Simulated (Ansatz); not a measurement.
Here is the system:

Ir3W:
```yaml
crystal:
  lattice:
    - [5.50760, 0.00000, 0.00000]
    - [-2.75380, 4.76972, 0.00000]
    - [0.00000, 0.00000, 4.39763]
  atoms:
    - { symbol: W, position: [0.33333, 0.66667, 0.25000] }
    - { symbol: W, position: [0.66667, 0.33333, 0.75000] }
    - { symbol: Ir, position: [0.83362, 0.66724, 0.25000] }
    - { symbol: Ir, position: [0.16638, 0.83362, 0.75000] }
    - { symbol: Ir, position: [0.33276, 0.16638, 0.25000] }
    - { symbol: Ir, position: [0.16638, 0.33276, 0.75000] }
    - { symbol: Ir, position: [0.83362, 0.16638, 0.25000] }
    - { symbol: Ir, position: [0.66724, 0.83362, 0.75000] }
```

This is the r²SCAN-relaxed structure.

### Question
All from r²SCAN (plane waves, PAW; program Ansatz), unless another level is named. Predict the formation energy from the elements (no fitted shifts).

### Answer
-0.37 eV/atom.

### Question
What about the density of states at the Fermi level?

### Answer
0.54 states/eV per atom (mean over ±0.08 eV).

### Question
And the gap with spin–orbit coupling?

### Answer
none (metallic).

Space group P6_3/mmc. The workflow started from an entry of the Crystallography Open Database (COD). Its standing as an ambient phase is unchecked. The r²SCAN relaxation kept the symmetry of its start; its stability against distortions is not shown here. No spin polarisation was allowed. The volume moved by 44 % from the start of the relaxation. The references are the lowest solids computed at this level, not always the standard phases. Scalar-relativistic: spin–orbit coupling is off unless named, which matters more the heavier the elements.

Potentials: the later of the program's two PAW sets.
